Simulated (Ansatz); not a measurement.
YSeO3:
```xyz
40
Lattice="5.9390 0.0000 0.0000 0.0000 12.2610 0.0000 -2.4502 0.0000 8.5755" Properties=species:S:1:pos:R:3 pbc="T T T"
Y      4.3055     6.8955     0.7123
Y     -0.8167     5.3654     7.8632
Y      0.4084     0.7651     3.5755
Y      3.0804    11.4959     5.0000
Y      3.4019     2.9929     1.3762
Y      0.0869     9.2680     7.1993
Y      1.3120     9.1234     2.9116
Y      2.1768     3.1376     5.6639
Se     3.2620    10.3125     8.4010
Se     0.2269     1.9485     0.1745
Se    -0.9982     4.1820     4.4622
Se     4.4870     8.0790     4.1133
Se     3.3288    12.1038     1.5530
Se     0.1601     0.1572     7.0225
Se     1.3852     5.9733     2.7348
Se     2.1037     6.2877     5.8407
O     -0.3641     2.2070     1.7554
O      3.8530    10.0540     6.8201
O      5.0780     8.3375     2.5323
O     -1.5892     3.9235     6.0431
O      4.2781    12.0705     3.0435
O     -0.7893     0.1904     5.5319
O      0.4358     5.9400     1.2442
O      3.0530     6.3209     7.3313
O      3.6408     3.3785     3.6672
O     -0.1519     8.8825     4.9083
O      1.0731     9.5089     0.6205
O      2.4157     2.7520     7.9549
O      3.2475     9.2384     4.2002
O      0.2413     3.0225     4.3753
O      1.4664     3.1080     0.0876
O      2.0225     9.1530     8.4879
O      3.3296     4.9684     0.7057
O      0.1592     7.2925     7.8698
O      1.3843    11.0989     3.5821
O      2.1045     1.1620     4.9934
O      2.5928     7.2381     2.3597
O      0.8960     5.0229     6.2158
O      2.1211     1.1076     1.9281
O      1.3677    11.1534     6.6474
```

Relaxed with r²SCAN. Special points in fractions of this cell's reciprocal vectors: Γ (0.000, 0.000, 0.000); Z (0.000, 0.500, 0.000); D (0.000, 0.500, 0.500); B (0.000, 0.000, 0.500); A (-0.500, 0.000, 0.500); E (-0.500, 0.500, 0.500); C2 (-0.500, 0.500, 0.000); Y2 (-0.500, 0.000, 0.000).

List the band energies nearest the valence-band maximum at these points for r²SCAN in the plane-wave PAW code Ansatz.

In eV from the valence-band maximum; about four levels below and three above (degenerate sets whole), none deeper than 8.9 eV; points with the same levels are listed once.

| k | below | above |
|---|---|---|
| Γ | -0.35 -0.31 -0.20 -0.16 | 2.51 2.53 2.60 |
| Z | -0.33 -0.33 -0.17 -0.17 | 2.55 2.55 2.60 2.60 |
| D | -0.53 -0.53 -0.01 -0.01 | 2.67 2.67 2.79 2.79 |
| B | -0.53 -0.53 -0.01 -0.01 | 2.65 2.65 2.84 2.84 |
| A | -0.48 -0.48 -0.12 -0.12 | 2.17 2.17 2.95 2.95 |
| E | -0.47 -0.47 -0.13 -0.13 | 2.17 2.17 2.99 2.99 2.99 2.99 |
| C2 | -0.34 -0.34 -0.20 -0.20 | 2.39 2.39 2.97 2.97 |
| Y2 | -0.37 -0.31 -0.23 -0.17 | 2.32 2.55 2.74 |

Space group P2_1/c. The workflow started from a Materials Project entry (that database holds measured and hypothetical structures alike); the Crystallography Open Database copy checked does not list it. Whether it is the stable phase at ambient conditions was not checked. The r²SCAN relaxation kept the symmetry of its start; whether a distortion lowers the energy is not shown. The run is not spin-polarised. Scalar-relativistic: spin–orbit coupling is off unless named, which matters more the heavier the elements.

Potentials: the later of the program's two PAW sets.
